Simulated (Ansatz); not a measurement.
Q: Name crystals whose computed values (LDA in the plane-wave PAW code Ansatz) fall in these windows: highest Γ mode, no LO–TO term (cm⁻¹) 150 to 190; G_Hill (GPa) 23 to 29; Θ_D (K) 180 to 240.

A: 

```tsv
crystal	highest Γ mode, no LO–TO term (cm⁻¹)	G_Hill (GPa)	Θ_D (K)
ZrRh, CsCl type	165	25.9	217
Ge2Sb2Te5, P-3m1 (Pearson symbol hP9)	183	26.4	215
SnSe, Pnma (Sn on 4c, Se on 4c)	181	23.9	216
Ga2Pt, fluorite or antifluorite type	175	23.1	191
```
Others may fit too.

Standing as an ambient phase not checked: ZrRh, CsCl type; Ga2Pt, fluorite or antifluorite type. Weakly bound layers, chains or molecules computed without a dispersion correction, so cells and soft constants are ill determined: Ge2Sb2Te5, P-3m1 (Pearson symbol hP9); SnSe, Pnma (Sn on 4c, Se on 4c). All cells were relaxed under the symmetry of their starts (and spin orders); stability against distortions was not tested throughout. Rows with no word on spin ran without spin polarisation. Spin–orbit coupling is left out wherever it is not named.

Potentials: the later of the program's two PAW sets.
